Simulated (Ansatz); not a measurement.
**Magnetic orders of a V2GeO2 cell**

These are results of DFT PBE, scalar-relativistic, plane waves, PAW (Ansatz 0.2.0), not measurements. All cells share a 420 eV cutoff and Γ-centred k meshes spaced about 0.3 Å⁻¹ or finer (0.25 for metals, 2π included). Collinear spin where magnetic atoms keep a moment.

The cell below was relaxed from parallel moments. Cell and atoms were then relaxed again from each of the other starts listed; signs follow the order of the atoms, and wave vectors are in units of this cell's reciprocal vectors.

```yaml
crystal:
  lattice:
    - [3.06761, 0.00000, 0.00000]
    - [-1.53381, 2.65663, 0.00000]
    - [0.00000, 0.00000, 8.69345]
  atoms:
    - { symbol: V, position: [0.33333, 0.66667, 0.23944] }
    - { symbol: V, position: [0.66667, 0.33333, 0.76056] }
    - { symbol: Ge, position: [0.00000, 0.00000, 0.00000] }
    - { symbol: O, position: [0.66667, 0.33333, 0.32204] }
    - { symbol: O, position: [0.33333, 0.66667, 0.67796] }
```

A. no spin polarisation
B. opposed moments in the cell: ↑ ↓ · · ·
C. cell doubled with wave vector (0, 0, ½), moments reversed in the second half
D. parallel moments

Problem. Rank the orders by energy.

Solution. D (ferromagnetic moments up to 1.3 μB) is lowest, 11 meV/atom under the next.

```csv
start,ends with,ΔE (meV/atom),largest site moment (μB),net moment (μB/atom),V (Å³/atom),gap on mesh (eV),group
D,ferromagnetic,0,1.31,0.72,14.17,0.00,P-3m1
C,opposed,11,1.19,0.00,14.49,0.00,P-3m1
B,opposed,11,1.19,0.00,14.53,0.00,P-3m1
A,no moments,60,0.00,0.00,13.86,0.00,P-3m1
```

Only these collinear orders were computed (1 further start didn't finish or ended in doubt).

For metals, differences of a few meV/atom aren't resolved. No dispersion correction is applied, so the spacing and binding between layers, chains or molecules are poorly described. No Hubbard U is applied to the 3d shell of V.
